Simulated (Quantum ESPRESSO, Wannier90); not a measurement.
# Wannierisation of InBi (P4/nmm)

Cell from Materials Project (mp-23313), symmetrised, no further relaxation. COD (Crystallography Open Database) has an entry of this formula and space group (matched by these alone). Level: LDA, no spin polarisation, no spin-orbit coupling; pw.x of Quantum ESPRESSO at 56 Ry with PseudoDojo potentials, 6×6×6 k-points, Wannier90. Density: 8×8×8 mesh, cold smearing 0.01 Ry. Spin-orbit coupling is left out although heavy elements are present.

On the energy scale of pw.x, whose zero is arbitrary, the Fermi level lies at 9.31 eV.

Input w.win:

```
num_bands = 26
num_wann = 16
exclude_bands = 1-20
num_iter = 800
conv_tol = 1.0e-6
conv_window = 4
dis_num_iter = 1000
dis_conv_tol = 1.0e-6
dis_froz_max = 1.50
write_hr = true
write_u_matrices = true
begin projections
f=0.50251,0.49760,0.00900: s;p
f=0.00442,0.00693,-0.00565: s;p
f=0.49812,-0.00998,0.36074: s;p
f=0.00026,0.50013,-0.35044: s;p
end projections
begin unit_cell_cart
ang
    4.9108200000    0.0000000000    0.0000000000
    0.0000000000    4.9108200000    0.0000000000
    0.0000000000    0.0000000000    5.2222800000
end unit_cell_cart
begin atoms_frac
In   0.5000000000  0.5000000000  0.0000000000
In   0.0000000000  0.0000000000  0.0000000000
Bi   0.5000000000  0.0000000000  0.3600100000
Bi   0.0000000000  0.5000000000 -0.3600100000
end atoms_frac
mp_grid = 6 6 6
begin kpoints
0.0000000000 0.0000000000 0.0000000000
0.0000000000 0.0000000000 0.1666666667
0.0000000000 0.0000000000 0.3333333333
... (213 more lines: the 6x6x6 mesh through Gamma)
end kpoints
```

Input of pw2wannier90.x that gives the overlap and projection files (equivalent; here they were cut from one run over all bands):

```
&inputpp
  outdir = './out'
  prefix = 'pwscf'
  seedname = 'w'
  write_amn = .true.
  write_mmn = .true.
/
```

Output w.wout (banner and timings cut):

```
                                    ------
                                    SYSTEM
                                    ------

                              Lattice Vectors (Ang)
                    a_1     4.910820   0.000000   0.000000
                    a_2     0.000000   4.910820   0.000000
                    a_3     0.000000   0.000000   5.222280

                   Unit Cell Volume:     125.94130  (Ang^3)

                        Reciprocal-Space Vectors (Ang^-1)
                    b_1     1.279457   0.000000   0.000000
                    b_2     0.000000   1.279457   0.000000
                    b_3     0.000000   0.000000   1.203150

 *----------------------------------------------------------------------------*
 |   Site       Fractional Coordinate          Cartesian Coordinate (Ang)     |
 +----------------------------------------------------------------------------+
 | in   1   0.50000   0.50000   0.00000   |    2.45541   2.45541   0.00000    |
 | in   2   0.00000   0.00000   0.00000   |    0.00000   0.00000   0.00000    |
 | bi   1   0.50000   0.00000   0.36001   |    2.45541   0.00000   1.88007    |
 | bi   2   0.00000   0.50000  -0.36001   |    0.00000   2.45541  -1.88007    |
 *----------------------------------------------------------------------------*
                                ------------
                                K-POINT GRID
                                ------------

             Grid size =  6 x  6 x  6      Total points =  216

 *---------------------------------- MAIN ------------------------------------*
 |  Number of Wannier Functions               :                16             |
 |  Number of Objective Wannier Functions     :                16             |
 |  Number of input Bloch states              :                26             |
 |  Output verbosity (1=low, 5=high)          :                 1             |
 |  Timing Level (1=low, 5=high)              :                 1             |
 |  Optimisation (0=memory, 3=speed)          :                 3             |
 |  Length Unit                               :               Ang             |
 |  Post-processing setup (write *.nnkp)      :                 F             |
 |  Using Gamma-only branch of algorithms     :                 F             |
 *----------------------------------------------------------------------------*
 *------------------------------- WANNIERISE ---------------------------------*
 |  Total number of iterations                :               800             |
 |  Number of CG steps before reset           :                 5             |
 |  Trial step length for line search         :             2.000             |
 |  Convergence tolerence                     :         0.100E-05             |
 |  Convergence window                        :                 4             |
 |  Iterations between writing output         :                 1             |
 |  Iterations between backing up to disk     :               100             |
 |  Write r^2_nm to file                      :                 F             |
 |  Write xyz WF centres to file              :                 F             |
 |  Write on-site energies <0n|H|0n> to file  :                 F             |
 |  Use guiding centre to control phases      :                 F             |
 |  Use phases for initial projections        :                 F             |
 *----------------------------------------------------------------------------*
 *------------------------------- DISENTANGLE --------------------------------*
 |  Using band disentanglement                :                 T             |
 |  Total number of iterations                :              1000             |
 |  Mixing ratio                              :             0.500             |
 |  Convergence tolerence                     :         1.000E-06             |
 |  Convergence window                        :                 3             |
 *----------------------------------------------------------------------------*
 *-------------------------------- PLOTTING ----------------------------------*
 |  Plotting Hamiltonian in WF basis          :                 T             |
 *----------------------------------------------------------------------------*

 *---------------------------------- K-MESH ----------------------------------*
 +----------------------------------------------------------------------------+
 |                    Distance to Nearest-Neighbour Shells                    |
 |                    ------------------------------------                    |
 |          Shell             Distance (Ang^-1)          Multiplicity         |
 |          -----             -----------------          ------------         |
 |             1                   0.200525                      2            |
 |             2                   0.213243                      4            |
 |             3                   0.292716                      8            |
 |             4                   0.301571                      4            |
 |             5                   0.362154                      8            |
 |             6                   0.401050                      2            |
 |             7                   0.426486                      4            |
 |             8                   0.454218                      8            |
       ... (lines left out)
 +----------------------------------------------------------------------------+
 | The b-vectors are chosen automatically                                     |
 | The following shells are used:                       1,  2                 |
 +----------------------------------------------------------------------------+
 |                        Shell   # Nearest-Neighbours                        |
 |                        -----   --------------------                        |
 |                          1               2                                 |
 |                          2               4                                 |
 +----------------------------------------------------------------------------+
 | Completeness relation is fully satisfied [Eq. (B1), PRB 56, 12847 (1997)]  |
 +----------------------------------------------------------------------------+
 |                  b_k Vectors (Ang^-1) and Weights (Ang^2)                  |
 |                  ----------------------------------------                  |
 |            No.         b_k(x)      b_k(y)      b_k(z)        w_b           |
 |            ---        --------------------------------     --------        |
 |             1         0.000000    0.000000    0.200525    12.434636        |
 |             2         0.000000    0.000000   -0.200525    12.434636        |
 |             3         0.000000    0.213243    0.000000    10.995647        |
 |             4         0.213243    0.000000    0.000000    10.995647        |
 |             5         0.000000   -0.213243    0.000000    10.995647        |
 |             6        -0.213243    0.000000    0.000000    10.995647        |
 +----------------------------------------------------------------------------+
 |                           b_k Directions (Ang^-1)                          |
 |                           -----------------------                          |
 |            No.           x           y           z                         |
 |            ---        --------------------------------                     |
 |             1         0.000000    0.000000    0.200525                     |
 |             2         0.000000    0.213243    0.000000                     |
 |             3         0.213243    0.000000    0.000000                     |
 +----------------------------------------------------------------------------+

 Starting a new Wannier90 calculation ...

 Reading overlaps from w.mmn

 Reading projections from w.amn

 *------------------------------- DISENTANGLE --------------------------------*
 +----------------------------------------------------------------------------+
 |                              Energy  Windows                               |
 |                              ---------------                               |
 |                   Outer:   -2.64315  to   23.48381  (eV)                   |
 |                   Inner:   -2.64315  to    1.50000  (eV)                   |
 +----------------------------------------------------------------------------+
   Number of target bands to extract:   16

                   Unitarised projection of Wannier functions
                   ------------------------------------------
   A_mn = <psi_m|g_n> --> S = A.A^+ --> U = S^-1/2.A
   In dis_project... done
   Using an inner window (linner = T)
   In dis_proj_froz... done

                   Extraction of optimally-connected subspace
                   ------------------------------------------
 +---------------------------------------------------------------------+<-- DIS
 |  Iter     Omega_I(i-1)      Omega_I(i)      Delta (frac.)           |<-- DIS
 +---------------------------------------------------------------------+<-- DIS
       1      38.63753818      34.02292721       1.356E-01    <-- DIS
       2      36.14491840      32.80755779       1.017E-01    <-- DIS
       3      34.36773883      32.03056951       7.297E-02    <-- DIS
       4      33.12034876      31.46112833       5.274E-02    <-- DIS
       5      32.23070747      31.02593023       3.883E-02    <-- DIS
       6      31.58121433      30.68402121       2.924E-02    <-- DIS
       ... (lines left out)
     101      28.54893596      28.54831416       2.178E-05    <-- DIS
       ... (lines left out)
     167      28.54151248      28.54148402       9.974E-07    <-- DIS
     168      28.54149543      28.54146823       9.530E-07    <-- DIS
     169      28.54147911      28.54145311       9.106E-07    <-- DIS

             <<<      Delta < 1.000E-06  over  3 iterations     >>>
             <<< Disentanglement convergence criteria satisfied >>>

        Final Omega_I    28.54145311 (Ang^2)

 +----------------------------------------------------------------------------+

 Writing checkpoint file w.chk... done

 *------------------------------- WANNIERISE ---------------------------------*
 +--------------------------------------------------------------------+<-- CONV
 | Iter  Delta Spread     RMS Gradient      Spread (Ang^2)            |<-- CONV
 +--------------------------------------------------------------------+<-- CONV

 ------------------------------------------------------------------------------
 Initial State
  WF centre and spread    1  (  2.467348,  2.444617,  0.045303 )     2.17563370
  WF centre and spread    2  (  2.455384,  2.455430, -0.045857 )     3.19785253
  WF centre and spread    3  (  2.443015,  2.455660,  0.100226 )     3.31828334
  WF centre and spread    4  (  2.455610,  2.467620, -0.100528 )     3.30615121
  WF centre and spread    5  (  0.021513,  0.033707, -0.029678 )     2.17523949
  WF centre and spread    6  (  0.000001,  0.000176,  0.029199 )     3.19713167
  WF centre and spread    7  ( -0.021776,  0.000202, -0.100436 )     3.30385375
  WF centre and spread    8  (  0.000236, -0.034687,  0.100529 )     3.31651557
  WF centre and spread    9  (  2.447022, -0.045168,  1.843197 )     1.65281581
  WF centre and spread   10  (  2.455478, -0.000718,  1.960389 )     2.56403015
  WF centre and spread   11  (  2.463883, -0.000931,  1.972626 )     2.55292283
  WF centre and spread   12  (  2.455184,  0.043993,  1.973287 )     2.55945952
  WF centre and spread   13  (  0.001304,  2.456209, -1.793073 )     1.65484741
  WF centre and spread   14  (  0.000146,  2.455689, -2.009099 )     2.53914837
  WF centre and spread   15  ( -0.001033,  2.455165, -1.971735 )     2.55147888
  WF centre and spread   16  ( -0.000113,  2.455156, -1.972793 )     2.55986909
  Sum of centres and spreads ( 19.643202, 19.642119,  0.001555 )    42.62523334

      0     0.426E+02     0.0000000000       42.6252332849  <-- CONV
        O_D=      0.0050421 O_OD=     14.0787381 O_TOT=     42.6252333 <-- SPRD
 ------------------------------------------------------------------------------
      1    -0.156E+00     0.3903132060       42.4688712490  <-- CONV
        O_D=      0.0059323 O_OD=     13.9214859 O_TOT=     42.4688712 <-- SPRD
      2    -0.193E+00     0.4716978617       42.2756725026  <-- CONV
        O_D=      0.0091265 O_OD=     13.7250929 O_TOT=     42.2756725 <-- SPRD
      3    -0.108E+00     0.4283495776       42.1673914989  <-- CONV
        O_D=      0.0058739 O_OD=     13.6200645 O_TOT=     42.1673915 <-- SPRD
      4    -0.522E-01     0.3052176152       42.1151653252  <-- CONV
        O_D=      0.0030655 O_OD=     13.5706467 O_TOT=     42.1151653 <-- SPRD
      5    -0.223E-01     0.1952983806       42.0928263548  <-- CONV
        O_D=      0.0024027 O_OD=     13.5489706 O_TOT=     42.0928264 <-- SPRD
       ... (lines left out)
    100    -0.875E-02     0.1021590442       35.1692402704  <-- CONV
        O_D=      0.0032512 O_OD=      6.6245360 O_TOT=     35.1692403 <-- SPRD
       ... (lines left out)
    200    -0.817E-03     0.0290919926       34.4515122187  <-- CONV
        O_D=      0.0027167 O_OD=      5.9073424 O_TOT=     34.4515122 <-- SPRD
       ... (lines left out)
    300    -0.125E-03     0.0164225471       34.4099660682  <-- CONV
        O_D=      0.0025523 O_OD=      5.8659607 O_TOT=     34.4099661 <-- SPRD
       ... (lines left out)
    400    -0.788E-05     0.0030432503       34.4056027095  <-- CONV
        O_D=      0.0025454 O_OD=      5.8616042 O_TOT=     34.4056027 <-- SPRD
       ... (lines left out)
    500    -0.105E-05     0.0010433173       34.4051197265  <-- CONV
        O_D=      0.0025437 O_OD=      5.8611229 O_TOT=     34.4051197 <-- SPRD
       ... (lines left out)
    508    -0.790E-06     0.0009450886       34.4051085194  <-- CONV
        O_D=      0.0025437 O_OD=      5.8611117 O_TOT=     34.4051085 <-- SPRD
    509    -0.933E-06     0.0010537366       34.4051075866  <-- CONV
        O_D=      0.0025438 O_OD=      5.8611106 O_TOT=     34.4051076 <-- SPRD
    510    -0.932E-06     0.0016408136       34.4051066549  <-- CONV
        O_D=      0.0025437 O_OD=      5.8611098 O_TOT=     34.4051067 <-- SPRD
             <<<     Delta < 1.000E-06  over  4 iterations     >>>
             <<< Wannierisation convergence criteria satisfied >>>
 Final State
  WF centre and spread    1  (  3.099278,  2.456173,  0.453659 )     2.32714405
  WF centre and spread    2  (  2.454706,  1.811406, -0.453527 )     2.32636756
  WF centre and spread    3  (  1.811771,  2.454937,  0.453602 )     2.32880038
  WF centre and spread    4  (  2.455726,  3.099431, -0.452820 )     2.32817167
  WF centre and spread    5  (  0.643825,  0.000823, -0.453471 )     2.32859579
  WF centre and spread    6  (  0.000945,  0.644124,  0.453531 )     2.32652322
  WF centre and spread    7  ( -0.643806, -0.000876, -0.453485 )     2.32724943
  WF centre and spread    8  ( -0.000501, -0.643923,  0.453219 )     2.32817213
  WF centre and spread    9  (  2.449889, -0.004144,  1.268567 )     1.98874431
  WF centre and spread   10  (  2.094661, -0.457645,  2.170665 )     1.96118032
  WF centre and spread   11  (  3.035318, -0.082858,  2.155847 )     1.97251838
  WF centre and spread   12  (  2.246102,  0.545905,  2.160336 )     1.96968022
  WF centre and spread   13  (  0.005460,  2.462033, -1.268092 )     1.98827891
  WF centre and spread   14  (  0.445421,  2.829522, -2.172348 )     1.96089813
  WF centre and spread   15  ( -0.552332,  2.647849, -2.158375 )     1.97092331
  WF centre and spread   16  (  0.098804,  1.877629, -2.155465 )     1.97185890
  Sum of centres and spreads ( 19.645266, 19.640386,  0.001844 )    34.40510671

         Spreads (Ang^2)       Omega I      =    28.541453115
        ================       Omega D      =     0.002543703
                               Omega OD     =     5.861109837
    Final Spread (Ang^2)       Omega Total  =    34.405106655
```
